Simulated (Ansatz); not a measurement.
The start is a generated trial cell of Si2Ni in the fluorite structure type. The cell and all atomic positions are relaxed at zero pressure with PBE (plane waves to 420 eV, PAW, scalar-relativistic; Ansatz, a program for electronic structure). The first steps use a coarse 7×7×7 k-mesh.

Initial structure:
```yaml
crystal:
  lattice:
    - [0.00000, 2.77128, 2.77128]
    - [2.77128, 0.00000, 2.77128]
    - [2.77128, 2.77128, 0.00000]
  atoms:
    - { symbol: Ni, position: [0.00000, 0.00000, 0.00000] }
    - { symbol: Si, position: [0.25000, 0.25000, 0.25000] }
    - { symbol: Si, position: [0.75000, 0.75000, 0.75000] }
```
Spin-polarised start, with parallel moments on Ni.

Question: How large is the pressure on the unrelaxed cell, and of which sign?

Answer: -7 GPa (negative: the cell is under tension).

Question: By how much does the energy per atom fall from start to end?

Answer: 0.02 eV/atom.

Question: How does the volume per atom move from start to end?

Answer: -5.2 %, from 14.19 to 13.45 Å³/atom.

Question: How do the shortest distances between atoms change?

Answer: The closest pairs of elements (up to four, under 3.6 Å), start → end: Ni–Si 2.40 → 2.36 Å; Si–Si 2.77 → 2.72 Å.

Question: What band gap does the relaxed structure have at this level?

Answer: No gap (metallic).

Question: What magnetic moments remain?

Answer: Zero (the starting moments vanished).

Question: What does it relax into? Give the structure.

Answer: 
```cif
data_Ni4Si8
_chemical_formula_sum 'Ni4 Si8'
_space_group_name_H-M_alt 'Fm-3m'
_space_group_IT_number 225
_space_group_name_Hall '-F 4 2 3'
_cell_length_a 5.44406
_cell_length_b 5.44406
_cell_length_c 5.44406
_cell_angle_alpha 90.000
_cell_angle_beta 90.000
_cell_angle_gamma 90.000
loop_
_atom_site_label
_atom_site_type_symbol
_atom_site_symmetry_multiplicity
_atom_site_Wyckoff_symbol
_atom_site_fract_x
_atom_site_fract_y
_atom_site_fract_z
_atom_site_occupancy
Ni1 Ni 4 a 0.00000 0.00000 0.00000 1
Si1 Si 8 c 0.25000 0.25000 0.25000 1
```
(The calculation used a cell of 3 atoms; values per cell refer to that cell.)

The space group stays Fm-3m (No. 225) (the run could not lower it); the end is AFLOW prototype AB2_cF12_225_a_c (C1, as in CaF2), with 3 atoms in the primitive cell. Final values are on a 15×15×15 k-mesh of the relaxed cell. No spin polarisation in the result: the starting moments vanished. A magnetic state may lie lower.

The run could not lose the symmetry of its start; a randomly shaken copy of 3 atoms returns to this structure.

All atoms sit on sites fixed by symmetry, so only the cell could relax.
